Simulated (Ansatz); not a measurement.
The start is a relaxed C cell, doubled along one cell vector, shaken by Gaussian noise of σ = 0.08 Å a coordinate. A full variable-cell relaxation at zero pressure is run with PBEsol (plane waves to 420 eV, PAW, scalar-relativistic; Ansatz, a program for electronic structure). The first steps use a coarse 11×11×6 k-mesh.

The start:
```
CELL_PARAMETERS angstrom
      0.00000     1.77682     1.77682
      1.77682     0.00000     1.77682
      3.55364     3.55364     0.00000
ATOMIC_POSITIONS crystal
  C  0.79317 0.75430 0.37245
  C  0.76394 0.84373 0.84875
  C  0.54791 0.48200 0.24260
  C  0.55788 0.50498 0.71861
```

**Question.** How large is the pressure on the unrelaxed cell, and of which sign?

**Answer.** +14.1 GPa (positive: the cell is compressed).

**Question.** What is the largest force in the starting geometry, and on which atom (counted from 1)?

**Answer.** 9.57 eV/Å, on C2 (atoms numbered as listed).

**Question.** By how much does the energy per atom fall from start to end?

**Answer.** 0.30 eV/atom.

**Question.** How do the shortest distances between atoms change?

**Answer.** The closest pairs of elements (up to four, under 3.6 Å), start → end: C–C 1.36 → 1.54 Å.

It ends as:

Space group Fd-3m, origin choice 1 (No. 227); a = b = c = 3.554 Å, α = β = γ = 90.00°

```json
[
 {"atom": "C", "site": "8a", "symmetry": "-43m", "x": "0.0000", "y": "0.0000", "z": "0.0000"}
]
```
(The calculation used a cell of 2 atoms; values per cell refer to that cell.)

Final values are on a 16×16×16 k-mesh of the relaxed cell. No spin polarisation in the result.
